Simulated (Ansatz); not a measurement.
# Kick test of a cell of Sn2GeO3

The structure comes from a generated guess, relaxed at this level; another structure or a mixture of phases may lie lower.

Theory: Ansatz, DFT PBE, scalar-relativistic, plane waves, PAW. Settings: cutoff 420 eV, Γ-centred mesh 8×8×2 on the computed 12-atom cell, Gaussian smearing of 0.02 eV; no spin polarisation.

The cell below (12 atoms, space group Pm (No. 6)) is relaxed within its symmetry.

```cif
data_structure
_symmetry_space_group_name_H-M 'P 1'
_symmetry_Int_Tables_number 1
_cell_length_a 4.1504
_cell_length_b 3.5158
_cell_length_c 14.9098
_cell_angle_alpha 90.000
_cell_angle_beta 91.211
_cell_angle_gamma 90.000
_cell_volume 217.51
loop_
_atom_site_label
_atom_site_type_symbol
_atom_site_fract_x
_atom_site_fract_y
_atom_site_fract_z
_atom_site_occupancy
Sn1 Sn 0.99947 0.00000 0.07716 1
Sn2 Sn 0.98935 0.00000 0.40317 1
Sn3 Sn 0.01327 0.00000 0.74963 1
Sn4 Sn 0.50088 0.50000 0.59321 1
Ge1 Ge 0.43904 0.50000 0.25789 1
Ge2 Ge 0.44888 0.50000 0.93180 1
O1 O 0.51815 0.00000 0.00519 1
O2 O 0.50864 0.00000 0.33125 1
O3 O 0.50733 0.00000 0.68147 1
O4 O 0.03924 0.50000 0.99135 1
O5 O 0.02987 0.50000 0.31750 1
O6 O 0.00587 0.50000 0.66038 1
```

For the test it was strained at random (σ = 1.5 % a component), the atoms were moved at random (σ = 0.10 Å), and all was relaxed again on a coarse 4×4×1 mesh (in the run’s order of axes) with 0.10 eV smearing, with no symmetry imposed.

Weakly bound directions are ill-defined at this level, which has no dispersion term.

Question: Does it come back?

Answer: It returns, within 1 meV/atom of the unmoved cell on that mesh and with the same symmetry when read at 0.1 Å (P1 at 0.01 Å, so small strains and shifts remain). No instability shows in this cell; modes of other wave vectors, which need another repeat, aren't tested.
